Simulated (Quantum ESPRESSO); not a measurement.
# Strain and stress in ZnCa2MgO4

The results below are calculated, not measured. They come from pw.x of Quantum ESPRESSO 7.5, a plane-wave density functional program, with PseudoDojo standard norm-conserving files (v0.5 for PBE, v0.4.1 for LDA and PBEsol). The cells are made up: elements, strain and atom displacements were drawn at random, and nothing was relaxed. There is no spin polarisation, spin-orbit coupling or dispersion term.

The cell has 8 sites of a rocksalt lattice. Sites 1 to 4 hold Zn Ca Ca Mg; sites 5 to 8 hold O O O O. Cell vectors in Å: (4.511, -0.054, 0.021); (-0.054, 4.421, 0.021); (0.021, 0.021, 4.477). Settings: PBE, cutoff 1143 eV, 4 x 4 x 4 k mesh shifted by half a step, Fermi-Dirac smearing of 0.025 eV.

Each run adds a shear xy (given as the tensor component) to one cell, with the atoms carried along; the vectors above are those of run 5. Stress is positive in tension and P is minus a third of its trace. E is the free energy for each atom above the lowest run shown.

| run | strain (%) | s_xx (GPa) | s_yy (GPa) | s_zz (GPa) | s_xy (GPa) | P (GPa) | E (meV/atom) |
| --- | --- | --- | --- | --- | --- | --- | --- |
| 1 | -2.49 | -11.09 | -16.27 | -11.95 | -5.24 | 13.10 | 11.02 |
| 2 | -1.90 | -11.03 | -16.23 | -12.06 | -4.24 | 13.11 | 6.89 |
| 3 | -1.40 | -10.98 | -16.20 | -12.14 | -3.40 | 13.11 | 4.06 |
| 4 | -0.77 | -10.95 | -16.18 | -12.22 | -2.35 | 13.11 | 1.40 |
| 6 | 1.46 | -10.97 | -16.18 | -12.28 | 1.36 | 13.14 | 0.00 |
| 7 | 2.07 | -11.01 | -16.21 | -12.25 | 2.37 | 13.16 | 1.79 |
| 5 | -0.57 | ? | ? | ? | ? | ? | ? |

A rerun of one of these cells at 1437 eV and k mesh 6 x 6 x 6 moved values by no more than 0.002 eV in the cell's energy, 0.04 GPa in stress and 0.007 eV/Å in force.

## Worked fit

A parabola through the six runs shown gives s_xy = -1.06 + 1.67 e - 0.004 e² GPa, with e in per cent and a scatter of 0.01 GPa. The slope is a stiffness of 167 ± 1 GPa for each unit of this strain at e = 0, twice a shear constant under the stress shown, since the tensor component is half the shear angle. The atoms are clamped, and relaxing them would in general lower it. The error is the larger of the fit's own and the change that a cubic makes, rounded up.

## Withheld run

Question: what s_xy should run 5 give?

The fit gives -2.01 GPa. The calculation gave -2.02 GPa.

```
run,strain (%),s_xx (GPa),s_yy (GPa),s_zz (GPa),s_xy (GPa),P (GPa),E (meV/atom)
5,-0.57,-10.94,-16.16,-12.23,-2.02,13.11,0.74
```